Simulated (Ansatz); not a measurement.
Consider the following.

ScAl₂:
```yaml
crystal:
  lattice:
    - [0.00000, 3.72594, 3.72594]
    - [3.72594, 0.00000, 3.72594]
    - [3.72594, 3.72594, 0.00000]
  atoms:
    - { symbol: Sc, position: [0.00000, 0.00000, 0.00000] }
    - { symbol: Sc, position: [0.25000, 0.25000, 0.25000] }
    - { symbol: Al, position: [0.62500, 0.62500, 0.62500] }
    - { symbol: Al, position: [0.12500, 0.62500, 0.62500] }
    - { symbol: Al, position: [0.62500, 0.62500, 0.12500] }
    - { symbol: Al, position: [0.62500, 0.12500, 0.62500] }
```

This is the LDA-relaxed structure.

Q: All from plane-wave PAW LDA (Ansatz code), unless another level is named. Predict the Debye temperature from the elastic constants.

A: 628 K.

Q: Give the highest zone-centre frequency.

A: 484 cm⁻¹.

Q: Give the elastic constants (relaxed ions, GPa).

A: C11 = 207, C12 = 42.3, C44 = 74.5.

Space group Fd-3m (cubic Laves (MgCu2 type)). The workflow started from a Materials Project entry (that database holds measured and hypothetical structures alike); the Crystallography Open Database copy checked does not list it. Whether it is the stable phase at ambient conditions was not checked. The LDA relaxation kept the symmetry of its start; of distortions, only those at the zone centre were tested. The run is not spin-polarised. As this level gives no gap, shear constants depend on the k-mesh and smearing (Fermi–Dirac, 0.1 eV here). As this level gives no gap, phonon frequencies hold no LO–TO term and depend on the k-mesh and smearing (Fermi–Dirac, 0.1 eV here).

Potentials: the later of the program's two PAW sets.
